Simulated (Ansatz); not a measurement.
Values for one crystal, relaxed and computed with the program Ansatz at the r²SCAN level (PAW); other levels are named.

```yaml
volume_per_atom: 13.52 Å³
electronic_character: metallic (no gap)
Formation energy from the elements (no fitted shifts): -0.64 eV/atom
Density of states at the Fermi level: 0.23 states/eV per atom (mean over ±0.08 eV)
```

Pick the material that matches.
A. YFe5, P6/mmm (Y on 1a, Fe on 2c, Fe on 3g)
B. Al3Ni2, La2O3 or Ni2Al3 type
C. SrPd, Cmcm (Sr on 4c, Pd on 4c)
D. Ag3Au, Cu3Au type

B, Al3Ni2, La2O3 or Ni2Al3 type

Space group P-3m1 (La2O3 or Ni2Al3 type). The first step of the workflow began from a Materials Project structure, measured or hypothetical; the Crystallography Open Database copy checked does not list it. Whether it is the stable phase at ambient conditions was not checked. The cell was relaxed with r²SCAN under the symmetry of its start; whether a distortion lowers the energy is not shown. The run is not spin-polarised. The references are the lowest solids computed at this level, not always the standard phases.

Potentials: the later of the program's two PAW sets.
